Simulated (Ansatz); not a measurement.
Method: DFT PBE, scalar-relativistic, plane waves, PAW in Ansatz 0.2.0. All cells share a 420 eV cutoff and Γ-centred k meshes spaced at most about 0.3 Å⁻¹ (about 0.25 or finer for metals, 2π included). No spin polarisation in the final relaxations.

Temperature and zero-point effects are left out.

Two forms of ScBiTe3 were relaxed alike.

A.

Space group P4mm (No. 99). a = 4.443 Å, b = 4.443 Å, c = 8.749 Å, α = 90.00°, β = 90.00°, γ = 90.00°
| atom | site | symmetry | x | y | z |
| --- | --- | --- | --- | --- | --- |
| Sc | 1a | 4mm | 0.0000 | 0.0000 | 0.6956 |
| Bi | 1b | 4mm | 0.5000 | 0.5000 | 0.9339 |
| Te | 2c | 2mm. | 0.5000 | 0.0000 | 0.4742 |
| Te | 1a | 4mm | 0.0000 | 0.0000 | 0.0212 |

B.

Space group P4/mmm (No. 123). a = 4.176 Å, b = 4.176 Å, c = 9.511 Å, α = 90.00°, β = 90.00°, γ = 90.00°
```csv
atom,site,symmetry,x,y,z
Sc,1b,4/mmm,0.0000,0.0000,0.5000
Bi,1c,4/mmm,0.5000,0.5000,0.0000
Te,2h,4mm,0.5000,0.5000,0.3364
Te,1a,4/mmm,0.0000,0.0000,0.0000
```

Question: Which would you expect to be lower, and how large is the difference?

Answer: A is lower, by 49 meV/atom. A has space group P4mm (No. 99), 34.5 Å³/atom and no gap on its mesh; B has space group P4/mmm (No. 123), 33.2 Å³/atom and no gap. Counting Te atoms around Bi and Sc (those within 1.25 times the shortest such distance or 1.15 times the sum of covalent radii), A has Sc 5, Bi 4 and B has Sc 8, Bi 6. Both come from invented guesses.

No dispersion correction is applied, so the spacing and binding between layers, chains or molecules are poorly described (P4mm), and this can change margins and order among such cells. Spin–orbit coupling, which can matter for Bi and Te, is left out. Cells relaxed within their symmetry can be saddle points.
